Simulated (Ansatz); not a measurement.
# Ga2HCl3 — electric field gradients

The cell is a COD entry (perhaps calculated rather than measured), ions relaxed with PBE at fixed cell.

Space group P2_1/c (No. 14); a = 5.7300, b = 6.7870, c = 14.8478 Å, β = 104.57°.

```csv
site,Wyckoff,site symmetry,x,y,z
Ga1,4e,1,0.9262,0.7668,0.9206
Ga5,4e,1,0.6487,0.6849,0.6464
H,4e,1,0.8589,0.7958,0.0144
Cl13,4e,1,0.8098,0.4889,0.8435
Cl17,4e,1,0.3266,0.7795,0.9355
Cl21,4e,1,0.7812,0.9989,0.8128
```

One atom of each set is listed.

The numbers come from a DFT calculation in Ansatz (PBE, plane waves and PAW, scalar-relativistic, 420 eV cutoff, Γ-centred 5×4×2 k-points, Fermi–Dirac smearing 0.02 eV).

C_Q = eQV_zz/h, which is 24.18 MHz for Q = 1 b and V_zz = 10²¹ V/m²; η = (V_xx − V_yy)/V_zz.

⁶⁹Ga: I = 3/2, Q = 171.0 mb; ²H: I = 1, Q = 2.858 mb; ³⁵Cl: I = 3/2, Q = -81.12 mb. Quadrupole moments are those of Pyykkö's year-2017 table.

```csv
site,atoms,first shell,V_zz (10²¹ V/m²),η,C_Q (MHz)
Ga1,4,"1 H at 1.55 Å, 3 Cl at 2.22–2.25 Å",-13.07,0.12,-54.1
Ga5,4,"1 H at 2.55 Å, 8 Cl at 2.96–3.70 Å; also 3 Ga at 4.02–4.07 Å, 1 Cl at 4.23 Å",1.04,0.14,4.28
H,4,1 Ga at 1.55 Å; also 2 Ga at 2.55–3.27 Å,1.16,0.02,0.080
Cl13,4,1 Ga at 2.22 Å; also 1 Ga at 3.13 Å,15.43,0.20,-30.3
Cl17,4,1 Ga at 2.25 Å; also 2 Ga at 3.03–3.22 Å,13.99,0.27,-27.4
Cl21,4,1 Ga at 2.25 Å; also 2 Ga at 2.96–3.21 Å,13.17,0.22,-25.8
```

At H, Cl13, Cl17 and Cl21 V_zz points along its bond to Ga (within 5°) in each case. At Ga1 V_zz points along its shortest bond, to H (within 4°).

The database positions were far from equilibrium, so the relaxed structure may not be the compound's real one.
